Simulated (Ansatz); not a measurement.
Given:

Sn₂GeTe₃:
```yaml
crystal:
  lattice:
    - [4.40734, 0.00000, 0.00000]
    - [-2.20367, 3.81687, 0.00000]
    - [0.00000, 0.00000, 10.81796]
  atoms:
    - { symbol: Sn, position: [0.33333, 0.66667, 0.82600] }
    - { symbol: Sn, position: [0.66667, 0.33333, 0.17400] }
    - { symbol: Ge, position: [0.00000, 0.00000, 0.50000] }
    - { symbol: Te, position: [0.33333, 0.66667, 0.34788] }
    - { symbol: Te, position: [0.66667, 0.33333, 0.65212] }
    - { symbol: Te, position: [0.00000, 0.00000, 0.00000] }
```

This is the r²SCAN-relaxed structure. Tensor components refer to the Cartesian frame of this cell.

Task: All from r²SCAN (plane waves, PAW; program Ansatz), unless another level is named. Predict the Young's modulus.

Result: 83.5 GPa.

Task: Next, the elastic constants (relaxed ions, GPa)?

Result: C11 = 90.6, C12 = 16.8, C13 = 32.2, C14 = 21.8, C33 = 75.0, C44 = 52.3.

Space group P-3m1. The first step of the workflow began from a Materials Project structure, measured or hypothetical; the Crystallography Open Database copy checked does not list it. With Sn and Ge taken as one species the cell has the higher symmetry Fm-3m, so it may be an ordered model of a mixed-site phase. Its standing as an ambient phase is unchecked. Symmetry was held in the r²SCAN relaxation. At this level the phase is dynamically unstable (imaginary phonons). Scalar-relativistic: spin–orbit coupling is off unless named, which matters more the heavier the elements.

Potentials: the later of the program's two PAW sets.
